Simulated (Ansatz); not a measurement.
Sb (simple cubic)

```
Sb
1.0
    3.08353     0.00000     0.00000
    0.00000     3.08353     0.00000
    0.00000     0.00000     3.08353
Sb
1
Direct
  0.00000   0.00000   0.00000
```

The slice is a {110} plane (indices of the conventional cell) through the point (0.000, 0.000, 0.000) (fractional), spanned by u = [100] and v = [011] in vectors of this cell: u (3.08 Å) and v (4.36 Å, at 90° to u). It covers one period; positions are fractions (u, v).

These are r2SCAN (plane waves to 500 eV, PAW, scalar-relativistic; Ansatz, a quantum-chemistry and plane-wave program) values and carry that method's errors. k mesh 15×15×15. Inside the PAW spheres the values are not all-electron values, and peaks at nuclei hang on which shells count as valence. Sb was relaxed with its symmetry unable to fall. Spin-orbit coupling is left out, though Sb is heavy. This is one of several known forms of Sb; the measured ambient cells at hand have space group No. 166.

**Question.** The ELF has a maximum in the middle third of the Sb–Sb line. Where, and how high?

**Answer.** 0.59, 1.5 Å from Sb.

**Question.** What is the valence density on the shortest Sb–Sb line in this plane (3.08 Å), at its midpoint?

**Answer.** 0.27 e/Å³.

**Question.** Predict the map of the valence electron density on the slice.

**Answer.** 
```
|@@@@@@%%##**++====------------====++**##%%@@@@|
|@@@@%%%%##**++====------------====++**##%%%%@@|
|%%%%%%##**++++====------------====++++**##%%%%|
|######**++++====----------------====++++**####|
|******++++====------::::::::------====++++****|
|++++++======------::::::::::::------======++++|
|==========------::::::::::::::::------========|
|====----------::::::::....::::::::----------==|
|----------::::::::............::::::::--------|
|------::::::::....................::::::::----|
|::::::::::::........        ........::::::::::|
|::::::::..........            ..........::::::|
|..............                    ............|
|............                        ..........|
|............                        ..........|
|..........                            ........|
|............                        ..........|
|............                        ..........|
|..............                    ............|
|::::::::..........            ..........::::::|
|::::::::::::........        ........::::::::::|
|------::::::::....................::::::::----|
|----------::::::::............::::::::--------|
|====----------::::::::....::::::::----------==|
|==========------::::::::::::::::------========|
|++++++======------::::::::::::------======++++|
|******++++====------::::::::------====++++****|
|######**++++====----------------====++++**####|
|%%%%%%##**++++====------------====++++**##%%%%|
|@@@@%%%%##**++====------------====++**##%%%%@@|
|@@@@@@%%##**++====------------====++**##%%@@@@|
|@@@@@@%%##**++====------------====++**##%%@@@@|
```
Scale: ten equal steps from -1.64 (start of ' ') to 1.36 (end of '@'), in the order ' .:-=+*#%@'. Values: log₁₀ of the valence density in e/Å³. The map has 23 points along u (two characters each, u = 0 at the left) and 32 along v (v = 0 in the bottom row). The scale is logarithmic, as a density can span decades between atoms and voids.
